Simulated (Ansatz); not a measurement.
Crystal: CeO$_{2}$, fluorite type, 3 atoms in the cell.

These are results of HSE06, plane waves, PAW datasets (earlier set, tuned by hand) (Ansatz 0.2.0 development build), not measurements.

Cutoff 930 eV; exchange singularity: regularized; k-mesh 4×4×4 Γ-centred; Fermi–Dirac smearing of 0.05 eV; no spin polarisation; no spin–orbit coupling.

The fit to the energies gives V₀ = 13.083 Å³/atom (a₀ = 5.395 Å), B₀ = 208 GPa, B₀′ = 4.35.

Q: What pressure does the program print at V = 12.479 Å³/atom, and how far above the lowest computed point (V = 12.886 Å³/atom) does the energy lie?

A: 10.89 GPa and 17.70 meV/atom. All points:

```tsv
V (Å³/atom)	a (Å)	E − E(min) (meV/atom)	P (GPa)
12.479	5.3103	17.70	10.89
12.886	5.3674	0.00	3.27
13.293	5.4234	0.13	-3.19
13.700	5.4781	15.38	-8.66
14.107	5.5319	43.41	-13.28
```

The stress includes the program's correction for the finite plane-wave basis.

The k-mesh is coarse, so these values belong to this mesh and can lie far from the converged ones. With an open f shell the self-consistent state may not be the lowest one.
